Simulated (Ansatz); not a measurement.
Calculation log, AlOs (Pm-3m) (phonons)

Level of theory: PBEsol, PAW on Ansatz 0.2.0's default frozen-core files (fitted under PBE), scalar-relativistic.

The cell comes from a PAW relaxation under the same functional.

The structure is one entry of a database and needn't be the stable phase.

Launched as:

```sh
ansatz run input.yaml --threads 1 --pin off --max-ram 3072MiB --backend cpu --events-out ev --progress --plain --runs-dir out
```

Input file:

```yaml
crystal:
  lattice:
    - [2.99336594229, 0.0, 0.0]
    - [0.0, 2.99336594229, 0.0]
    - [0.0, 0.0, 2.99336594229]
  atoms:
    - { symbol: Al, position: [0.0, 0.0, 0.0] }
    - { symbol: Os, position: [0.5, 0.5, 0.5] }
kpoints:
  mp_grid: { grid: [14, 14, 14] }
scf:
  occupations: { method: fermi_dirac, width: 0.1 }
hamiltonian:
  xc: pbesol
  pseudopotentials: { kind: paw }
phonons:
  qmesh: [2, 2, 2]
  qpath:
    path:
      - [0.0, 0.0, 0.0]
      - [0.0, 0.5, 0.0]
      - [0.5, 0.5, 0.0]
      - [0.0, 0.0, 0.0]
      - [0.5, 0.5, 0.5]
      - [0.0, 0.5, 0.0]
      - [0.5, 0.5, 0.5]
      - [0.5, 0.5, 0.0]
    npoints: 6
  temperatures: { t_min: 0, t_max: 1000, t_step: 100 }
```

The program printed:

```
Warning: RAYON_NUM_THREADS=1 ignored (pool sized by the plan → 1); use --threads N
Engine: ansatz 0.2.0, x86_64-unknown-linux-gnu
Pseudopotentials: kind: paw
Pseudopotential: Al, paw, valence charge 3, recommended cutoff 420 eV (normal), Al.paw.azcp
Pseudopotential: Os, paw, valence charge 16, recommended cutoff 420 eV (normal), Os.paw.azcp
Functional definition: PBEsol
  exchange = pbesol_x
  correlation = pbesol_c
Crystal: 4 atoms, lattice volume = 53.643 Å³
Basis set: ecut = 420 eV, 1051 PW (Γ), FFT grids on a1, a2, a2+a3, exchange–correlation on 48×60×60 points (8 copies of the dense FFT grid, shifted against one another)
Bands: 22, of which v1, the nominal top of the filled ones, is band 19 counted from 1 (18 counted from 0)
Symmetry: 32 space group operations
k-points: 160 of 1372
Non-local potential: Al, projectors of the file, l = 0: 2, l = 1: 2, l = 2: 1
Non-local potential: Os, projectors of the file, l = 0: 3, l = 1: 2, l = 2: 2, l = 3: 1
PAW form: soft (Blöchl's): semilocal exchange-correlation on the pseudo side does not see the compensation charge
PAW frozen core: Al, regenerated for the run's functional, and the local potential with it (the file was generated under x = pbe(κ = 0.804, μ = 0.2195149727645171), c = pbe(β = 0.06672455060314922))
PAW frozen core: Os, regenerated for the run's functional, and the local potential with it (the file was generated under x = pbe(κ = 0.804, μ = 0.2195149727645171), c = pbe(β = 0.06672455060314922))
PAW one-centre angular grid: Al, 110 points (default); XC on 64 Gauss nodes
PAW one-centre angular grid: Os, 590 points (default); XC on 64 Gauss nodes
Initial density: handed on by an earlier stage of this run
Initial wavefunctions: those handed on with the density
Functional: x = pbesol(κ = 0.804, μ = 0.12345679012345678), c = pbesol(β = 0.046)
SCF iter   1: F=—  HF=-23552.673766 eV  |F-HF|=—  |Δ(HF+E_count)|=         —  Δρ=4.08e-7  dr2=5.85e-11  ethr=1.64e-12  ⟨swp⟩=4.9  Hψ=13326  notcnv=0
preconditioner: auto → Kerker (q_TF=auto, 2.576 Å⁻¹)  [metal: Δε(μ)=0.047 eV  Ē_g=5.752 eV  σ=0.100 eV  W_gap=0.12  n_scr=18 (ndim 8)  ℏωp=23.8 eV  f_vac=0.000  D(μ)=2.56/eV (n_scr^D=18)]
SCF iter   2: F=-23552.673766 eV  HF=-23552.673766 eV  |F-HF|=7.28e-12  |Δ(HF+E_count)|=  7.28e-12  Δρ=2.09e-7  dr2=1.67e-11  ethr=1.00e-12  ⟨swp⟩=3.2  Hψ=10325  notcnv=0
SCF 1 converged in 2 iterations: F = -23552.673766 eV  dr2 = 1.67e-11
  greatest PAW one-centre occupation: 1.000 electrons in one spin orbital (limit 2), on the Os atom at site 3 (counted from 0), in its partial waves of l = 0
phonons: the bands overlap, so this run is a metal and interpolates without the dipole-dipole term. If the crystal is really an insulator or semiconductor, its LO-TO splitting is missing
Symmetry: 2 space group operations
k-points: 400 of 1372 (time reversal used)
iter 1 solved again at ethr=5.88e-8 eV; its pass at ethr=3.10e-3 eV (dr2=2.23e-5 eV) is discarded
SCF iter   1: F=—  HF=-23552.673772 eV  |F-HF|=—  |Δ(HF+E_count)|=         —  Δρ=1.39e-4  dr2=2.33e-5  ethr=5.88e-8  ⟨swp⟩=2.2  Hψ=39912  notcnv=0
[... 83 lines left out ...]
SCF 10 converged in 6 iterations: F = -23552.673731 eV  dr2 = 1.27e-12
iter 1 solved again at ethr=4.22e-8 eV; its pass at ethr=3.10e-3 eV (dr2=1.60e-5 eV) is discarded
SCF iter   1: F=—  HF=-23552.673708 eV  |F-HF|=—  |Δ(HF+E_count)|=         —  Δρ=2.35e-4  dr2=2.27e-5  ethr=4.22e-8  ⟨swp⟩=3.7  Hψ=18072  notcnv=0
SCF iter   2: F=—  HF=-23552.673735 eV  |F-HF|=—  |Δ(HF+E_count)|=   2.66e-5  Δρ=1.37e-4  dr2=9.09e-6  ethr=4.22e-8  ⟨swp⟩=1.0  Hψ=3175  notcnv=0
SCF iter   3: F=—  HF=-23552.673730 eV  |F-HF|=—  |Δ(HF+E_count)|=   4.52e-6  Δρ=1.52e-5  dr2=5.42e-8  ethr=2.39e-8  ⟨swp⟩=2.0  Hψ=4672  notcnv=0
SCF iter   4: F=—  HF=-23552.673728 eV  |F-HF|=—  |Δ(HF+E_count)|=   2.09e-6  Δρ=1.30e-6  dr2=4.06e-10  ethr=1.43e-10  ⟨swp⟩=2.3  Hψ=5282  notcnv=0
SCF iter   5: F=—  HF=-23552.673728 eV  |F-HF|=—  |Δ(HF+E_count)|=  7.28e-12  Δρ=2.66e-7  dr2=1.94e-11  ethr=1.07e-12  ⟨swp⟩=1.8  Hψ=4017  notcnv=0
SCF iter   6: F=-23552.673728 eV  HF=-23552.673728 eV  |F-HF|=3.64e-12  |Δ(HF+E_count)|=  3.64e-12  Δρ=3.12e-8  dr2=3.09e-13  ethr=1.00e-12  ⟨swp⟩=4.8  Hψ=12096  notcnv=0
SCF 11 converged in 6 iterations: F = -23552.673728 eV  dr2 = 3.09e-13
SCF converged after 2 iterations
Free energy (F): -23552.673766 eV
Harris-Foulkes:  -23552.673766 eV  (|F-HF|=7.28e-12)
Internal energy: -23552.589022 eV  (E = F + TS)
E sigma→0 (E₀):  -23552.631394 eV
Entropy (-TS):   -0.084744 eV (-21.186 meV/atom)
Fermi energy:    17.557131 eV
--- Per-component energies (eV) ---
  E_band       = -283.499238
  E_kinetic    = 1184.325629
  E_local      = -2551.550210  (includes V_loc(G=0)·N_el)
  E_nonlocal   = 23.053281
  E_hartree    = 1062.764198
  E_xc         = -613.550878
  E_vxc        = -631.343313  (∫ρ·V_xc dr)
  E_paw        = -18670.871174  (= ΣΔE_a)
  E_vpaw       = -433.512796  (= ΣTr[D̂ρ^β])
  E_aug_tail   = -0.000162  (compensation charges beyond the density's cutoff)
  E_ewald      = -3987.293851
  E_core_change = 0.534144  (= ΣΔE_core)
  E_smearing   = -0.084744  (= −TS)
  E_closure    = 0.000000  (closes the sum)
  Σ components = -23552.673766   (vs F -23552.673766, Δ=0.00e0)
--- Forces (eV/Å), atoms counted from 1 ---
  atom   1  Al    -0.00000000     0.00000000     0.00000000
  atom   2  Os     0.00000000     0.00000000     0.00000000
  atom   3  Al     0.00000000     0.00000000     0.00000000
  atom   4  Os     0.00000000     0.00000000     0.00000000
  max |Σ_I F_I| component: 1.58e-30 eV/Å
--- Phonons: 8 displaced members + 3 references (amplitude of the first 0.0025 Å, Σ member SCF iterations 52) ---
  ASR residual: 1.237e-4 → 0.000e0 eV/Å²; symmetrization residual: 7.749e-5 eV/Å²
  largest component of a force at the reference: 1.6e-30 eV/Å
  ASR residual per site (eV/Å²): 1.24e-4 9.88e-5
  Γ frequencies (cm⁻¹): 0.00 0.00 0.00 326.64 326.64 326.64
--- Phonons (by wavevector): 4 wavevectors in 3 supercells ---
  supercell 1 (2 cells, vectors [1, 0, 0], [0, 1, -1], [0, 0, 2] in multiples of the cell's): 2 displaced members by 0.0025 Å; free energy -23552.673766 eV; taken off its force constants: by the sum rule 1.2e-4, by the ...
  symmetry images taken by strict's conditions (phonons.symmetry_images: auto; settled by no image being taken that strict refuses)
  supercell 2 (2 cells, vectors [1, 0, 0], [0, 1, 0], [0, 0, 2] in multiples of the cell's): 4 displaced members by 0.0025 Å; free energy -23552.673766 eV; taken off its force constants: by the sum rule 1.5e-4, by the ...
  symmetry images taken by strict's conditions (phonons.symmetry_images: auto; settled by no image being taken that strict refuses)
  supercell 3 (2 cells, vectors [0, 1, -1], [-1, 1, 0], [0, 0, 2] in multiples of the cell's): 2 displaced members by 0.0025 Å; free energy -23552.673766 eV; taken off its force constants: by the sum rule 2.6e-4, by the ...
  symmetry images taken by strict's conditions (phonons.symmetry_images: auto; settled by no image being taken that strict refuses)
  q = [0.0000, 0.0000, 0.0000] (star 1, supercell 1; hermiticity 6.12e-17, symmetrization 3.06e-6): -0.00 -0.00 0.00 326.64 326.64 326.64
  q = [0.0000, 0.0000, -0.5000] (star 3, supercell 2; hermiticity 8.19e-17, symmetrization 2.56e-16): 135.40 135.40 162.41 313.49 313.49 367.68
  q = [0.0000, -0.5000, -0.5000] (star 3, supercell 1; hermiticity 9.78e-17, symmetrization 6.12e-16): 66.82 66.82 168.13 300.64 361.58 361.58
  q = [-0.5000, -0.5000, -0.5000] (star 1, supercell 3; hermiticity 9.51e-17, symmetrization 7.44e-16): 144.54 144.54 144.54 362.41 362.41 362.41
  joined force constants: q→R imaginary residual 2.39e-17
  density of states and harmonic sums: on the 22×22×22 q-mesh, interpolated from the force constants of a 2×2×2 supercell (no non-analytic term)
  largest difference from the sums on the solved wave vectors: F 6.17e-2 eV, S 9.40e-5 and C_V 3.23e-5 eV/K
```

The calculation finished and met its thresholds.

### Zone-centre phonons

Harmonic phonons of a crystal by Kohn-Sham DFT at the given cell, standard atomic masses, acoustic sum rule imposed; negative wavenumbers are unstable modes; optical zone-centre levels upwards with Mulliken labels, activity, and the element with most of the kinetic energy.

```json
{
 "Point group": "m-3m"
}
```

| number | phonon wavenumber (cm⁻¹) | label | infrared | raman | lead element |
| --- | --- | --- | --- | --- | --- |
| 1 | 326.6 | T1u | yes | no | Al |

Phonons on the q mesh:

One row a degenerate set, branches counted upwards.

```
Unstable phonons : no
```

| point | q a (r.l.u.) | q b (r.l.u.) | q c (r.l.u.) | branch | phonon wavenumber (cm⁻¹) | degeneracy |
| --- | --- | --- | --- | --- | --- | --- |
| Gamma | 0 | 0 | 0 | 4 | 326.6 | 3 |
| X | 0.5 | 0 | 0 | 1 | 135.4 | 2 |
| X | 0.5 | 0 | 0 | 3 | 162.4 | 1 |
| X | 0.5 | 0 | 0 | 4 | 313.5 | 2 |
| X | 0.5 | 0 | 0 | 6 | 367.7 | 1 |
| M | 0.5 | 0.5 | 0 | 1 | 66.8 | 2 |
| M | 0.5 | 0.5 | 0 | 3 | 168.1 | 1 |
| M | 0.5 | 0.5 | 0 | 4 | 300.6 | 1 |
| M | 0.5 | 0.5 | 0 | 5 | 361.6 | 2 |
| R | 0.5 | 0.5 | 0.5 | 1 | 144.5 | 3 |
| R | 0.5 | 0.5 | 0.5 | 4 | 362.4 | 3 |

Harmonic thermodynamics:

Sums over wave vectors interpolated from the q mesh.

| Property | Result |
| --- | --- |
| Zero point energy | 42.63 meV/atom |

| temperature (K) | phonon heat capacity (k_B/atom) | phonon entropy (k_B/atom) | phonon free energy (meV/atom) |
| --- | --- | --- | --- |
| 100 | 1.452 | 0.981 | 39.65 |
| 200 | 2.342 | 2.31 | 25.26 |
| 300 | 2.666 | 3.331 | 0.75 |
| 400 | 2.803 | 4.12 | -31.49 |
| 500 | 2.871 | 4.753 | -69.81 |
| 600 | 2.909 | 5.28 | -113.1 |
| 700 | 2.933 | 5.73 | -160.6 |
| 800 | 2.948 | 6.123 | -211.7 |
| 900 | 2.959 | 6.471 | -266 |
| 1000 | 2.966 | 6.783 | -323.1 |

Known limits: frozen-core PAW files fitted under PBE, their cores solved anew for the functional of the run; responses of metals move with mesh and smearing; no spin-orbit coupling on heavy atoms; activity by symmetry alone, a metal screens infrared modes; coarse q mesh.

Cost: 2.9 min on 1 thread of Intel(R) Xeon(R) Platinum 8375C CPU @ 2.90GHz (Ice Lake) (shared host), peak memory 0.76 GiB.
